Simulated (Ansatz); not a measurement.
AlPt$_{3}$:
```cif
data_AlPt3
_chemical_formula_sum 'Al1 Pt3'
_space_group_name_H-M_alt 'P 1'
_space_group_IT_number 1
_cell_length_a 3.87339
_cell_length_b 3.87339
_cell_length_c 3.87506
_cell_angle_alpha 90.000
_cell_angle_beta 90.000
_cell_angle_gamma 90.000
loop_
_space_group_symop_operation_xyz
  'x, y, z'
loop_
_atom_site_label
_atom_site_type_symbol
_atom_site_fract_x
_atom_site_fract_y
_atom_site_fract_z
_atom_site_occupancy
Al1 Al 0.50000 0.50000 0.50000 1
Pt1 Pt 0.50000 0.00000 0.00000 1
Pt2 Pt 0.00000 0.50000 0.00000 1
Pt3 Pt 0.00000 0.00000 0.50000 1
```

Relaxed with PBEsol.

Problem. Which orbitals make up the states near the Fermi level in the program Ansatz at the PBEsol level (PAW)?

Solution. Within 0.5 eV of the Fermi level: Pt 5d 83 %, Al 3s 6 %. Projections are on Löwdin-orthogonalised atomic valence shells; empty p or d shells of many metals are not among them.

Problem. Tabulate the density of states.

Solution. States/eV per cell of 4 atoms, in 0.25 eV bins, energy from the Fermi level.

```
E (eV)  total  Pt 5d  Al 3p  Pt 6s
------  -----  -----  -----  -----
-7.85    1.41   0.50   0.16   0.36
-7.60    1.53   0.57   0.16   0.34
-7.35    1.13   0.46   0.15   0.26
-7.10    2.10   1.12   0.26   0.45
-6.85    3.19   1.97   0.31   0.56
-6.60    2.74   1.74   0.28   0.46
-6.35    1.94   1.25   0.26   0.35
-6.10    4.90   3.69   0.55   0.57
-5.85    4.31   3.80   0.20   0.26
-5.60    5.16   4.71   0.17   0.23
-5.35    6.30   5.65   0.31   0.25
-5.10    4.69   4.13   0.30   0.17
-4.85    3.85   3.30   0.33   0.13
-4.60    4.22   3.60   0.38   0.15
-4.35    4.75   4.14   0.41   0.10
-4.10    5.71   5.09   0.39   0.12
-3.85    6.39   5.69   0.43   0.13
-3.60    4.16   3.62   0.33   0.11
-3.35    2.91   2.50   0.26   0.08
-3.10    3.13   2.68   0.24   0.11
-2.85    3.17   2.85   0.16   0.09
-2.60    4.94   4.55   0.13   0.16
-2.35    6.04   5.66   0.09   0.18
-2.10    7.11   6.54   0.19   0.26
-1.85    5.83   5.41   0.07   0.25
-1.60    6.76   6.19   0.15   0.26
-1.35    3.83   3.40   0.14   0.15
-1.10    3.42   3.00   0.12   0.10
-0.85    4.33   3.28   0.18   0.22
-0.60    2.56   1.80   0.12   0.19
-0.35    2.32   1.70   0.12   0.13
-0.10    2.87   2.33   0.14   0.07
0.15     2.23   1.97   0.09   0.02
0.40     1.19   1.16   0.02   0.00
0.65     0.55   0.49   0.06   0.00
0.90     0.33   0.21   0.10   0.01
1.15     0.49   0.28   0.17   0.01
1.40     0.79   0.42   0.29   0.04
1.65     1.87   1.01   0.60   0.17
1.90     2.57   1.26   0.82   0.30
2.15     1.66   0.66   0.58   0.21
2.40     1.39   0.47   0.51   0.18
2.65     1.24   0.37   0.47   0.17
2.90     1.13   0.29   0.43   0.16
3.15     1.01   0.23   0.38   0.16
3.40     0.92   0.18   0.33   0.16
3.65     0.86   0.14   0.28   0.18
3.90     1.38   0.23   0.28   0.34
4.15     1.56   0.26   0.29   0.44
4.40     1.08   0.15   0.26   0.29
4.65     1.82   0.26   0.34   0.72
```

Space group Pm-3m (Cu3Au type). The workflow started from a Materials Project entry (that database holds measured and hypothetical structures alike); the Crystallography Open Database copy checked does not list it. With Al and Pt taken as one species the cell has the higher symmetry Fm-3m, so it may be an ordered model of a mixed-site phase. Whether it is the stable phase at ambient conditions was not checked. The PBEsol relaxation kept the symmetry of its start; of distortions, only those at the zone centre were tested. The run is not spin-polarised. Spin–orbit coupling is left out wherever it is not named.

Potentials: the later of the program's two PAW sets.
